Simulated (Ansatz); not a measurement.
According to DFT-PBEsol in the program Ansatz with PAW potentials, AlRu2C in the hexagonal phase (P6_3/mmc; Al on 2d, Ru on 4f, C on 2a) relaxes to a = 2.863 Å, c = 13.331 Å. Al has 12 nearest neighbours from 2.64 Å (anticuboctahedral); C has 6 nearest neighbours from 2.09 Å (octahedral). Against the elements it lies at 37 meV/atom, with no fitted shifts.

Electronic character: metallic (no gap).

The relaxed-ion elastic constants in GPa are C11 = 307, C12 = 150, C13 = 197, C33 = 452, C44 = 70.1. The elastic constants imply a Debye temperature near 445 K. The highest mode at Γ lies at 622 cm⁻¹.

The start of the workflow was typed in or built on a structure type; neither database checked (COD, Materials Project) lists it. Whether it is the stable phase at ambient conditions was not checked. Symmetry was held in the PBEsol relaxation; its stability against distortions is not shown here. The run is not spin-polarised. As this level gives no gap, shear constants depend on the k-mesh and smearing (Fermi–Dirac, 0.1 eV here). As this level gives no gap, phonon frequencies hold no LO–TO term and depend on the k-mesh and smearing (Fermi–Dirac, 0.1 eV here). On the denser mesh and wider smearing of the elastic run this cell carries a stress of 0.4 GPa. The references are the lowest solids computed at this level, not always the standard phases. Spin–orbit coupling is left out wherever it is not named.

Potentials: the earlier of the program's two PAW sets. The files were generated under PBE; for other functionals the program regenerates the frozen cores, and for LDA and PBEsol the local potential too.
